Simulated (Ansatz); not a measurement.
**VSi under compression and expansion**

```cif
data_structure
_symmetry_space_group_name_H-M 'Fm-3m'
_symmetry_Int_Tables_number 225
_cell_length_a 4.8873
_cell_length_b 4.8873
_cell_length_c 4.8873
_cell_angle_alpha 90.000
_cell_angle_beta 90.000
_cell_angle_gamma 90.000
_cell_volume 116.74
loop_
_atom_site_label
_atom_site_type_symbol
_atom_site_symmetry_multiplicity
_atom_site_Wyckoff_symbol
_atom_site_fract_x
_atom_site_fract_y
_atom_site_fract_z
_atom_site_occupancy
V1 V 4 a 0.00000 0.00000 0.00000 1
Si1 Si 4 b 0.50000 0.00000 0.00000 1
```

The runs use the primitive cell with vectors (0.000, 2.444, 2.444), (2.444, 0.000, 2.444), (2.444, 2.444, 0.000) Å, to which the k mesh refers.

The structure comes from a relaxation in the same program, started in the rocksalt type, and has space group Fm-3m. Whether it is a known phase or the ground state wasn't checked.

All numbers are computed: DFT, PBE, all-electron LAPW, scalar-relativistic (Ansatz 0.2.0); DFT, PBE, PAW with Ansatz's default frozen-core files, scalar-relativistic (Ansatz 0.2.0).

For LAPW: a Γ-centred 13×13×13 k mesh, Fermi–Dirac smearing of 0.03 eV, basis error target 0.5 meV/atom, spin-polarised from start moments V1 1.5 μB (the moments died away, and the run ended non-magnetic). PAW takes a cutoff of 420 eV at this cell. The Ansatz runs share mesh, smearing and spin set-up. Plane-wave (PAW) pressures include the program's estimate of the Pulay term.

The cell above is scaled evenly, with fractional coordinates and shape held.

Task: Estimate the equilibrium volume and bulk modulus that LAPW (all electrons) gives for this fixed shape.

Result: V0 = 14.59 Å³/atom, B0 = 139 GPa, B0′ = 3.9, from a third-order Birch–Murnaghan fit to these pressures:
```tsv
V/V(cell)	V (Å³/atom)	P, LAPW (GPa)	P, PAW (GPa)	free energy over the lowest listed, PAW (meV/atom)
0.9600	14.009	6.13	6.15	10.9
0.9800	14.300	2.91	2.93	2.6
1.0000	14.592	-0.01	0.01	0.0
1.0200	14.884	-2.66	-2.63	2.4
1.0400	15.176	-5.05	-5.03	9.4
```

PAW's V0 lies 0.02 % from the all-electron value and its B0 -0.1 %. Symmetry fixes shape and coordinates here, so this is the relaxed modulus.
